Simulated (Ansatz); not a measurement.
The relaxed structure here is a generated cell of Cu: the first start was made by placing the elements on the sites of a structure type, and the end was not matched to a known phase here, so it may be hypothetical. Known forms of Cu include space group No. 225.

A relaxed cell of Cu (R-3m (No. 166)), relaxed on a k-mesh at least as fine as the one used below. The numbers are results of PBEsol (plane waves to 420 eV, PAW, scalar-relativistic; Ansatz, a quantum-chemistry and plane-wave program), not measurements. Γ-centred k-mesh 15×15×15 on the run's cell (coarser than for final values), Fermi–Dirac smearing 0.05 eV.

```
CELL_PARAMETERS angstrom
      2.47659     1.42986     8.91698
      0.00000     1.42986     8.91698
      1.23829    -0.71493     8.91698
ATOMIC_POSITIONS crystal
  Cu 0.95551 0.08898 0.08898
  Cu 0.45551 0.08898 0.08898
  Cu 0.54449 0.91102 0.91102
  Cu 0.04449 0.91102 0.91102
```

The atoms are displaced along an unstable phonon of this cell by (Å):

```
atom     ux      uy     uz
----  -----  ------  -----
Cu1   0.000  -0.150  0.000
Cu2   0.000   0.150  0.000
Cu3   0.000  -0.150  0.000
Cu4   0.000   0.150  0.000
```

Task: What forces (eV/Å) and pressure result?

Result: 
| atom | Fx | Fy | Fz |
|---|---|---|---|
| Cu1 | 0.00 | -0.14 | -0.09 |
| Cu2 | 0.00 | 0.14 | -0.09 |
| Cu3 | 0.00 | -0.14 | 0.09 |
| Cu4 | 0.00 | 0.14 | 0.09 |

Pressure -0.4 GPa.

The undisplaced cell is probably no minimum: from this displacement the run went on to R-3m (No. 166), 0.16 eV/atom below it.

No spin polarisation in the result.
